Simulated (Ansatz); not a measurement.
input.yaml (Ansatz 0.2.0):

```yaml
crystal:
  lattice:
    - [0.0, 2.6912715293, 2.6912715293]
    - [2.6912715293, 0.0, 2.6912715293]
    - [2.6912715293, 2.6912715293, 0.0]
  atoms:
    - { symbol: Cu, position: [0.5, 0.5, 0.5] }
    - { symbol: Sb, position: [0.0, 0.0, 0.0] }
basis:
  ecutwfc: 500
  ecutrho_ratio: 4
kpoints:
  mp_grid: { grid: [12, 12, 12] }
  band_path:
    path:
      - [[0.0, 0.0, 0.0], [0.5, 0.0, 0.5], [0.625, 0.25, 0.625]]
      - [[0.375, 0.375, 0.75], [0.0, 0.0, 0.0], [0.5, 0.5, 0.5], [0.5, 0.25, 0.75], [0.5, 0.0, 0.5]]
    npoints: 14
hamiltonian:
  xc: r2scan
scf:
  occupations: { method: gaussian, width: 0.05 }
  n_extra_bands: 11
output:
  forces: true
  stress: true
  eigenvalues: true
  populations: true
  dos: { projected: true, de: 0.02, nscf_kmesh: { grid: [18, 18, 18] } }
  bader: true
  write_density: true
  write_potential: true
  elf: true
  volumetric_format: npy
```

Launched as:
```sh
ansatz run input.yaml --threads 2 --pin off --max-ram 2662MiB --backend cpu --events-out ev --progress --plain --runs-dir out
```

The cell came from substitution into a structure type; whether the compound takes it is for experiment to say.

Question: What will the run give?

Answer: Pressure 0.0 GPa, gap on the mesh zero (metallic) (r²SCAN, scalar-relativistic).

Question: About how long does the run take on 2 threads of Arm Neoverse V2, with other jobs on the host, and how much memory does it need?

Answer: About 20 s, with a peak of 0.49 GiB.

What the program printed, in part:

```
scf.n_extra_bands = 11 over 17 filled bands (N_el = 34.0): the run solves 28 bands
Pseudopotentials: kind: paw
Pseudopotential: Cu, paw, valence charge 19, recommended cutoff 500 eV (meta_gga), Cu.paw.azcp
Pseudopotential: Sb, paw, valence charge 15, recommended cutoff 500 eV (meta_gga), Sb.paw.azcp
Crystal: 2 atoms, lattice volume = 38.985 Å³
Basis set: ecut = 500 eV, 965 PW (Γ), exchange–correlation on 120×120×120 points (64 copies of the dense FFT grid, shifted against one another)
Bands: 28, of which v1, the nominal top of the filled ones, is band 17 counted from 1 (16 counted from 0)
Symmetry: 48 space group operations
Space group: Fm-3m (ITA 225), of the structure as read, at distance tolerance 3.4e-5 Å
k-points: 72 of 1728
Initial density: superposition of atomic densities (neutral atoms: chi_scale 0, normalization atom), corrected by the library's trained network
Initial wavefunctions: pseudopotential atomic-orbital guess
Functional: x = r2scan, c = r2scan; τ floored in thin density (d = 2e-4 eV/Å³)
```

SCF trace (energy estimate counted from the last row):
```
iteration   ΔE (eV)  density residual (eV)
        1  -1.3e-03                1.37e-1
        2    -0.015                4.04e-2
        3  -6.5e-05                2.88e-3
        4   6.5e-05                2.35e-4
        5     0.000                8.22e-6
        6   1.0e-06                1.67e-6
        7     0.000                1.69e-7
        8     0.000                3.00e-8
```

```
SCF 1 converged in 8 iterations: F = -13130.001622 eV  dr2 = 3.00e-8
NSCF: frozen V_eff on 86 k-points
NSCF: frozen V_eff on 195 k-points
SCF converged after 8 iterations
Free energy (F): -13130.001622 eV
E sigma→0 (E₀):  -13130.001361 eV
Entropy (-TS):   -0.000522 eV (-0.261 meV/atom)
Fermi energy:    12.824717 eV
--- Forces (eV/Å), atoms counted from 1 ---
  atom   1  Cu     0.00000000     0.00000000     0.00000000
  atom   2  Sb     0.00000000     0.00000000     0.00000000
--- Stress (GPa, compression-positive) ---
        0.003983       0.000000       0.000000
        0.000000       0.003983       0.000000
        0.000000       0.000000       0.003983
  P = ⅓ Tr σ = 0.0040 GPa (0.040 kbar)
--- Band table (eV; the first three rows and the last of 72) ---
  k-point 0: bands = ["-104.0130", "-59.8402", "-59.8402", "-59.8402", "-16.9361", "-16.9361", "-16.9169", "-16.9169", "-16.9169", "0.2463", "9.4365", "9.4365", "9.4365", "9.4824", "9.4824", "14.5761", "14.5761", "14.5761", "19.1224", "21.7744", "21.7744", "21.7744", "22.4903", "23.2186", "23.2186", "23.2186", "25.8861", "25.8861"]
  k-point 1: bands = ["-104.0130", "-59.8402", "-59.8402", "-59.8402", "-16.9359", "-16.9359", "-16.9165", "-16.9159", "-16.9159", "0.3537", "9.4032", "9.4183", "9.4183", "9.4648", "9.4648", "13.7672", "14.6185", "14.6185", "19.6155", "21.1876", "21.8511", "21.8511", "22.6271", "22.6271", "22.8787", "23.8711", "26.7742", "26.7742"]
  k-point 2: bands = ["-104.0130", "-59.8403", "-59.8402", "-59.8402", "-16.9357", "-16.9357", "-16.9155", "-16.9127", "-16.9127", "0.6723", "9.2688", "9.2900", "9.2900", "9.5007", "9.5007", "12.2107", "14.7406", "14.7406", "19.5337", "21.1074", "21.1074", "21.7753", "22.4413", "22.7703", "22.7703", "26.0163", "28.4799", "28.4799"]
  k-point 71: bands = ["-104.0130", "-59.8405", "-59.8405", "-59.8404", "-16.9430", "-16.9278", "-16.9076", "-16.9076", "-16.8881", "3.7322", "8.4258", "8.4258", "8.4915", "9.7708", "10.1861", "10.1861", "10.3197", "10.3346", "18.8244", "20.1078", "21.9382", "21.9382", "28.5971", "28.5971", "30.7324", "30.7324", "31.4383", "31.9061"]
--- Löwdin populations: 2 sites ---
  site symbol       q [e]
     0     Cu     18.4838
     1     Sb     15.3671
--- Bader charges: 2 sites ---
  site symbol  charge [e]  shift [e]
     0     Cu     -0.0493     0.0030
     1     Sb      0.0493     0.0030
  estimated error of the sums over rays = 2.9e-4 e
```

Total energies depend on the potentials used, so only differences within one code and one set of settings carry meaning.

Scalar-relativistic only: spin–orbit splittings of the heavy atoms' levels are missing.
